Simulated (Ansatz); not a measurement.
## Li3Hg, first-principles data

Li$_{3}$Hg:
```cif
data_HgLi3
_chemical_formula_sum 'Li3 Hg1'
_space_group_name_H-M_alt 'P 1'
_space_group_IT_number 1
_cell_length_a 4.56265
_cell_length_b 4.56265
_cell_length_c 4.56265
_cell_angle_alpha 60.000
_cell_angle_beta 60.000
_cell_angle_gamma 60.000
loop_
_space_group_symop_operation_xyz
  'x, y, z'
loop_
_atom_site_label
_atom_site_type_symbol
_atom_site_fract_x
_atom_site_fract_y
_atom_site_fract_z
_atom_site_occupancy
Li1 Li 0.25000 0.25000 0.25000 1
Li2 Li 0.75000 0.75000 0.75000 1
Hg1 Hg 0.00000 0.00000 0.00000 1
Li3 Li 0.50000 0.50000 0.50000 1
```

Space group Fm-3m (No. 225); conventional cell a = b = c = 6.453 Å, α = β = γ = 90.00°.

Method: DFT-PBEsol in the program Ansatz with PAW potentials. Geometry: relaxed at this level of theory. Other levels are named where they apply.

**Cell and energy**

- Volume per atom: 16.79 Å³
- Density: 5.47 g/cm³
- Formation energy from the elements (no fitted shifts): -0.30 eV/atom

**Electronic structure**

* **Electronic character**: metallic (no gap)
* **Density of states at the Fermi level**: 0.42 states/eV per atom (mean over ±0.08 eV)
* **Gap with spin–orbit coupling**: none (metallic)

**Mechanics**

- Bulk modulus (Birch–Murnaghan fit) = 27.8 GPa
- Pressure derivative B′ = 4.2
- Elastic constants (relaxed ions, GPa) = C11 = 30.5, C12 = 26.5, C44 = 23.1
- Mechanical stability = stable (all eigenvalues of C positive)

**Phonons**

Highest zone-centre frequency: 361 cm⁻¹
Zone-centre stability: no imaginary mode at Γ

The workflow started from an entry of the Crystallography Open Database (COD). Whether it is the stable phase at ambient conditions was not checked. The cell was relaxed with PBEsol under the symmetry of its start. As this level gives no gap, shear constants depend on the k-mesh and smearing (Fermi–Dirac, 0.1 eV here). As this level gives no gap, phonon frequencies hold no LO–TO term and depend on the k-mesh and smearing (Fermi–Dirac, 0.1 eV here). The references are the lowest solids computed at this level, not always the standard phases. Scalar-relativistic: spin–orbit coupling is off unless named, which matters more the heavier the elements.

Potentials: the later of the program's two PAW sets.
